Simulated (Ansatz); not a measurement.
Here is an unrelaxed guess for La5O.

```
CELL_PARAMETERS angstrom
5.81733 0.00000 0.00000
-2.90867 5.03796 0.00000
0.00000 0.00000 5.42558
ATOMIC_POSITIONS crystal
La 0.65997 0.00000 0.50000
La 0.66667 0.33333 0.00000
La 0.34003 0.34003 0.50000
La 0.00000 0.65997 0.50000
La 0.33333 0.66667 0.00000
O 0.00000 0.00000 0.00000
```

The calculation used DFT PBE, scalar-relativistic, plane waves, PAW (Ansatz). Cutoff 420 eV; k points 3×3×4 on the computed 6-atom cell (Γ-centred); Gaussian smearing, width 0.10 eV; no spin polarisation.

Formation energies are uncorrected and refer to the elements' standard structures at the same level (O₂ as a molecule).

Problem. How far from equilibrium is it?

Solution. The pressure is 2.8 GPa (the mean over three directions, positive in compression), the largest force is 1.07 eV/Å, and the energy is +0.10 eV/atom against the elements. The shortest distance is 3.32 Å.

Problem. How much does it gain on relaxing, and where does it end?

Solution. Relaxing gains about 0.50 eV/atom (the start's value is from the coarse mesh, so the gain is rough) in 36 ionic steps and ends at −0.40 eV/atom on the finer mesh. The symmetry stays P-62m (No. 189). The volume per atom grows by 15.6 %, from 26.5 to 30.6 Å³. The shortest distance goes from 3.32 Å (La–La) to 2.63 Å (La–O). The ratio c/a of the conventional cell changes by a factor of 0.49. Conventional cell: a = 7.762 Å, c = 3.523 Å. Around La on a site of symmetry m2m lie 2 O at 2.63 Å and 8 La at 3.39–3.52 Å; around La on a site of symmetry -6 lie 8 La at 3.44–3.52 Å, 3 O at 4.48 Å and 3 La at 4.48 Å; around O lie 6 La at 2.63 Å.

The last run used a 6×6×10 mesh (in the run's order of axes) for its 6-atom cell and Gaussian smearing of 0.10 eV. The cell is a metal run without spin; a magnetic state may lie lower. The relaxation can't lower the symmetry of the start. Symmetry constrained the relaxation, so the result can be a saddle point.
